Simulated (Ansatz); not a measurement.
**Ti₄C₃: rattling a relaxed structure**

The cell was found from a structure generator's guess, not taken from experiment.

All numbers below come from Ansatz, DFT PBE, scalar-relativistic, plane waves, PAW. Plane waves to 420 eV, a k mesh through Γ of 10×10×10 on the computed 7-atom cell and Gaussian smearing (0.10 eV); no spin polarisation.

The cell below (7 atoms, space group I4/mmm (No. 139)) is relaxed within its symmetry.

```xyz
7
Lattice="-2.1556 2.1556 4.3485 2.1556 -2.1556 4.3485 2.1556 2.1556 -4.3485" Properties=species:S:1:pos:R:3 pbc="T T T"
Ti    2.1556    0.0000    0.0000
Ti    0.0000    0.0000    6.6368
Ti    0.0000    0.0000    2.0603
Ti    0.0000    2.1556    0.0000
C     2.1556    0.0000    2.1743
C     0.0000    2.1556    2.1743
C     0.0000    0.0000    0.0000
```

For the test it was strained at random (σ = 1.5 % a component), the atoms were moved at random (σ = 0.15 Å), and all was relaxed again on a coarse 6×6×6 mesh (in the run’s order of axes) with 0.20 eV smearing, with no symmetry imposed.

Question: Does it come back?

Answer: It returns, within 1 meV/atom of the unmoved cell on that mesh and with the same symmetry when read at 0.1 Å. No instability shows in this cell; modes of other wave vectors, which need another repeat, aren't tested.
